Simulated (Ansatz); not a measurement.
Relaxed-ion elastic tensor of Nb$_{3}$Sn (A15 (Cr3Si type), Pm-3n) in GPa (Voigt order), DFT-PBEsol in the program Ansatz with PAW potentials; density 9.08 g/cm³, 18.18 Å³ per atom.

```
 271   129   129   0.0   0.0   0.0
 129   271   129   0.0   0.0   0.0
 129   129   271   0.0   0.0   0.0
 0.0   0.0   0.0  33.6   0.0   0.0
 0.0   0.0   0.0   0.0  33.6   0.0
 0.0   0.0   0.0   0.0   0.0  33.6
```

Is the crystal mechanically stable?

Yes: the smallest eigenvalue of C is 33.6 GPa.

Work out the Voigt, Reuss and Hill averages.

K_V = 176, K_R = 176, K_H = 176; G_V = 48.6, G_R = 42.6, G_H = 45.6 GPa.

Give Young's modulus, Poisson's ratio, Pugh's ratio and the universal anisotropy index.

E = 9KG/(3K + G) = 126 GPa; ν = 0.38; K/G = 3.87 (ductile by the Pugh limit of 1.75); A_U = 5G_V/G_R + K_V/K_R − 6 = 0.71.

Estimate the sound speeds and the Debye temperature.

v_l = √((K + 4G/3)/ρ) = 5110 m/s, v_t = √(G/ρ) = 2240 m/s, mean 2530 m/s; Θ = (h/k)(3n/4πV)^(1/3) v_m = 287 K.

Give the Zener ratio and Young's modulus along [100], [110] and [111].

A = 2C44/(C11 − C12) = 0.47; 1/E = S11 − 2(S11 − S12 − S44/2)Γ with Γ = 0, 1/4, 1/3 gives 188, 108, 94.7 GPa.

Solve the Christoffel equation for the three sound speeds along [100], [110], [111].

Eigenvalues of C_ijkl n_j n_l equal ρv². In km/s, slowest first: [100] 1.92, 1.92, 5.47; [110] 1.92, 2.80, 5.07; [111] 2.54, 2.54, 4.94.

The PBEsol relaxation kept the symmetry of its start; of distortions, only those at the zone centre were tested. No spin polarisation was allowed. As this level gives no gap, shear constants depend on the k-mesh and smearing (Fermi–Dirac, 0.1 eV here). Scalar-relativistic: spin–orbit coupling is off unless named, which matters more the heavier the elements.

Potentials: the later of the program's two PAW sets.
